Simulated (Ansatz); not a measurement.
Data:

TiFe:
```cif
data_FeTi
_chemical_formula_sum 'Ti1 Fe1'
_space_group_name_H-M_alt 'Pm-3m'
_space_group_IT_number 221
_space_group_name_Hall '-P 4 2 3'
_cell_length_a 2.93820
_cell_length_b 2.93820
_cell_length_c 2.93820
_cell_angle_alpha 90.000
_cell_angle_beta 90.000
_cell_angle_gamma 90.000
loop_
_atom_site_label
_atom_site_type_symbol
_atom_site_symmetry_multiplicity
_atom_site_Wyckoff_symbol
_atom_site_fract_x
_atom_site_fract_y
_atom_site_fract_z
_atom_site_occupancy
Ti1 Ti 1 a 0.00000 0.00000 0.00000 1
Fe1 Fe 1 b 0.50000 0.50000 0.50000 1
```

This is the r²SCAN-relaxed structure.

**Question.** All from DFT-r²SCAN in the program Ansatz with PAW potentials, unless another level is named. Give the density of states at the Fermi level.

**Answer.** 0.18 states/eV per atom (mean over ±0.08 eV).

**Question.** Next, the formation energy from the elements (no fitted shifts)?

**Answer.** -0.23 eV/atom.

The first step of the workflow began from a Materials Project structure, measured or hypothetical; the Crystallography Open Database files this formula in space group No. 221, but the cells were not matched. Its standing as an ambient phase is unchecked. The r²SCAN relaxation kept the symmetry of its start; whether a distortion lowers the energy is not shown. No spin polarisation was allowed. The references are the lowest solids computed at this level, not always the standard phases.

Potentials: the later of the program's two PAW sets.
